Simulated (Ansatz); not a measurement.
A generated cell, not matched to a known phase here, of TiOs: Fm-3m (No. 225), cF8, rock salt type; a = 5.0873 Å, b = 5.0873 Å, c = 5.0873 Å, α = 90.00°, β = 90.00°, γ = 90.00°; Os 4a (0.000, 0.000, 0.000); Ti 4b (0.500, 0.500, 0.500). Calculation: r2SCAN (plane waves to 500 eV, PAW, scalar-relativistic; Ansatz, a quantum-chemistry and plane-wave program). Element references, the lowest calculated here: Os (P6₃/mmc), Ti (P6/mmm, not the ambient form).

### Question
Predict the formation energy of this Fm-3m form of TiOs from the elements from r2SCAN.

### Answer
0.44 eV/atom.

A lower structure of this composition may exist.

Static energies, no anion corrections, no zero-point energy. Values are rounded to 0.01 eV/atom. Not shown to be the ambient phase of their composition (a lower form may be missing, and a cell relaxed within its start's symmetry can be a saddle point): TiOs (Fm-3m). Spin-orbit coupling is missing from these energies, which matters for elements this heavy. The compounds carry no spin polarisation.
